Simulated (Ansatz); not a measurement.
A geometry of Rb away from equilibrium: step 2 of the relaxation of a generated cell, Rb placed in the AFLOW prototype A_oC8_64_f (A14, as in I). Level of theory: r2SCAN (plane waves to 500 eV, PAW, scalar-relativistic; Ansatz, a quantum-chemistry and plane-wave program). Γ-centred k-mesh 9×9×4 on the run's cell, Fermi–Dirac smearing 0.05 eV. The plane waves were selected for a different cell earlier on the path.

```xyz
4
Lattice="4.4788 -2.9984 0.0000 4.4788 2.9984 0.0000 0.0000 0.0000 12.8038" Properties=species:S:1:pos:R:3 pbc="T T T"
Rb     4.4788    -2.0156     1.4942
Rb     4.4788     2.0156    11.3096
Rb     4.4788     0.9828     4.9077
Rb     4.4788    -0.9828     7.8961
```

Problem. Give the Cartesian forces on all atoms (eV/Å).

Solution. 
```tsv
atom	Fx	Fy	Fz
Rb1	0.00	0.24	0.29
Rb2	0.00	-0.24	-0.29
Rb3	0.00	0.24	-0.29
Rb4	0.00	-0.24	0.29
```

The path ends in Fmmm (No. 69). No spin polarisation in the result.

The run could not lose the symmetry of its start: the end is stationary, and may be a saddle point rather than a minimum.

The end of the path is a generated cell of Rb: the first start was made by placing the elements on the sites of a structure type, and the end was not matched to a known phase here, so it may be hypothetical. Known forms of Rb include space group No. 229.
